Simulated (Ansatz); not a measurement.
WC, in the lowest among the structures calculated here: P-6m2 (No. 187), hP2; a = 2.9122 Å, b = 2.9122 Å, c = 2.8362 Å, α = 90.00°, β = 90.00°, γ = 120.00°; W 1a (0.000, 0.000, 0.000); C 1f (0.667, 0.333, 0.500). Calculation: r2SCAN (plane waves to 500 eV, PAW, scalar-relativistic; Ansatz, a first-principles code). Element references, the lowest calculated here: W (Im-3m), C (R-3m).

Problem. Estimate the formation energy of this P-6m2 form of WC from the elements that r2SCAN returns for this input.

Solution. -0.18 eV/atom.

Static energies, no anion corrections, no zero-point energy. Values are rounded to 0.01 eV/atom. Spin-orbit coupling is missing from these energies, which matters for elements this heavy. The compounds carry no spin polarisation.
